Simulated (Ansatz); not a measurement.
YTe: zone-centre modes under pressure

YTe, Fm-3m, a = 6.032 Å. The structure is a COD entry; whether it is the stable form wasn't checked. Ansatz: LDA, PAW, 420 eV, Γ-centred 12×12×12 mesh on 2 atoms, Fermi-Dirac smearing 0.15 eV; no spin polarisation. Cell and atoms are relaxed at each pressure with the symmetry kept; optical modes at Γ by linear response, in cm⁻¹, the highest.

| P (GPa) | V (Å³/atom) | ω1 |
| --- | --- | --- |
| 0 | 27.434 | 180.8 |
| 3 | 26.407 | ? |
| 10 | 24.610 | 220.8 |

Get the mode's Grüneisen parameter γ = −d ln ω/d ln V from the other rows and predict the missing frequency.

ln(V/V0) = 0.0000, -0.0382, -0.1086; a line through ln(ω/ω0) of the 2 known rows gives ω1: γ = 1.840, predicted 194.0, computed 194.7. The miss is 0.4 %, or 5 % of the shift under pressure, so a constant γ serves at that level. In a metal these frequencies hang on the mesh and smearing.